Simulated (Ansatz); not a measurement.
Input:

CdTe (zinc blende, space group No. 216), a = 6.5587 Å, b = 6.5587 Å, c = 6.5587 Å, α = 90.00°, β = 90.00°, γ = 90.00°; the cell used has 2 atoms.

This is the r²SCAN-relaxed structure.

Task: All from DFT-r²SCAN in the program Ansatz with PAW potentials, unless another level is named. Give the Poisson's ratio.

Result: 0.34.

Task: Predict the elastic constants (relaxed ions, GPa).

Result: C11 = 51.5, C12 = 34.7, C44 = 19.9.

Space group F-43m (zinc blende). Symmetry was held in the r²SCAN relaxation; of distortions, only those at the zone centre were tested. Scalar-relativistic: spin–orbit coupling is off unless named, which matters more the heavier the elements.

Potentials: the earlier of the program's two PAW sets.
